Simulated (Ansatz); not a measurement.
Bi4Te3 (started from an entry of an open crystallographic database) was relaxed with 3 functionals in the plane-wave code Ansatz, cell and atoms free, the symmetry of the start kept (meshes: PBE-D3(BJ) 6×6×6, r2SCAN+rVV10 6×6×6, PBE-D4 6×6×6). Spin-unpolarised throughout.

The r2SCAN+rVV10 result:
```cif
data_structure
_symmetry_space_group_name_H-M 'R-3m:H'
_symmetry_Int_Tables_number 166
_cell_length_a 4.4503
_cell_length_b 4.4503
_cell_length_c 42.6465
_cell_angle_alpha 90.000
_cell_angle_beta 90.000
_cell_angle_gamma 120.000
_cell_volume 731.45
loop_
_atom_site_label
_atom_site_type_symbol
_atom_site_symmetry_multiplicity
_atom_site_Wyckoff_symbol
_atom_site_fract_x
_atom_site_fract_y
_atom_site_fract_z
_atom_site_occupancy
Bi1 Bi 6 c 0.00000 0.00000 0.71366 1
Bi2 Bi 6 c 0.33333 0.66667 0.81409 1
Te1 Te 3 a 0.00000 0.00000 0.00000 1
Te2 Te 6 c 0.66667 0.33333 0.75336 1
```

The symmetry is R-3m (No. 166, trigonal); a = 4.450 Å, c = 42.647 Å in the conventional setting, 34.83 Å³ an atom. Bi has 6 Te at 3.08–3.26 Å; Bi has 3 Bi at 3.05 Å; Te has 6 Bi at 3.26 Å; Te has 3 Bi at 3.08 Å.

Question: How does the cell change with PBE-D4?

Answer: a = 4.445 Å, c = 41.542 Å; the volume differs by -2.8 % from r2SCAN+rVV10's. Bi has 6 Te at 3.08–3.24 Å; Bi has 3 Bi at 3.06 Å; Te has 6 Bi at 3.24 Å (further sites aren't listed).

Question: What lattice does PBE-D3(BJ) give?

Answer: a = 4.446 Å, c = 41.543 Å; the volume differs by -2.8 % from r2SCAN+rVV10's. Around Bi lie 6 Te at 3.08–3.24 Å; around Bi lie 3 Bi at 3.06 Å; around Te lie 6 Bi at 3.24 Å (further sites aren't listed).

Question: How do the relaxed cells compare with measured ones?

Answer:
Calculation and measurement side by side:
- Lattice constant a, measured 4.451 Å: PBE-D3(BJ) 4.446 (-0.1 %), r2SCAN+rVV10 4.450 (0.0 %), PBE-D4 4.445 (-0.1 %). Source: 4.451 Å (a, hexagonal setting; quoted crystal structure determination; literature value quoted in supplement; temperature not stated; quoted in “Bulk and surface electronic structure of Bi4Te3 from GW calculations and photoemission experiments”, 2022, arxiv:2204.08856).
- Lattice constant c, measured 41.888 Å: PBE-D3(BJ) 41.543 (-0.8 %), r2SCAN+rVV10 42.647 (+1.8 %), PBE-D4 41.542 (-0.8 %). Source: 41.888 Å (c, hexagonal setting; quoted crystal structure determination; literature value quoted in supplement; temperature not stated; quoted in “Bulk and surface electronic structure of Bi4Te3 from GW calculations and photoemission experiments”, 2022, arxiv:2204.08856).
The calculated lattice is static; the measured one holds thermal expansion and zero-point motion. Reports marked as nanostructured, strained, doped, implanted or mixed samples, and transport gaps, were set aside.

Spin-orbit coupling is left out; in compounds of Pb, Bi, Tl or Hg it can lower a gap by up to about 1 eV, split its edges or invert the bands.
